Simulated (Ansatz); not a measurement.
Profile along the Zr–Ru line in ZrRu (CsCl type)

ZrRu (CsCl type)

Space group Pm-3m (No. 221); a = b = c = 3.2084 Å, α = β = γ = 90.00°

```csv
atom,site,symmetry,x,y,z
Zr,1b,m-3m,0.5000,0.5000,0.5000
Ru,1a,m-3m,0.0000,0.0000,0.0000
```

Fields along a shortest Zr–Ru line of a {110} plane (2.78 Å), from Zr to Ru, interpolated on the slice's grid (step about 0.2 Å). These are LDA (plane waves to 420 eV, PAW, scalar-relativistic; Ansatz, an electronic-structure program) values and carry that method's errors. k mesh 14×14×14. These are valence fields of a PAW run, semicore shells included where kept as valence: close to a nucleus they are smooth pseudo fields. ZrRu is run without spin polarisation. ZrRu was relaxed with its symmetry unable to fall.

```csv
distance from Zr (Å),valence electron density (e/Å³),electron localisation function
0.00,2.73,x
0.14,3.18,x
0.28,3.96,x
0.42,4.11,x
0.56,3.44,0.80
0.69,2.31,0.80
0.83,1.30,0.64
0.97,0.69,0.37
1.11,0.41,0.19
1.25,0.32,0.18
1.39,0.32,0.24
1.53,0.38,0.29
1.67,0.53,0.32
1.81,0.87,0.39
1.95,1.69,0.53
2.08,3.36,0.65
2.22,5.72,0.70
2.36,7.98,x
2.50,9.48,x
2.64,10.08,x
2.78,10.16,x
```

x: too close to a nucleus for the ELF to mean much.

Density on the Zr–Ru line (2.78 Å) at its density minimum, 1.3 Å from Zr: 0.31 e/Å³. ELF at that point: 0.2.
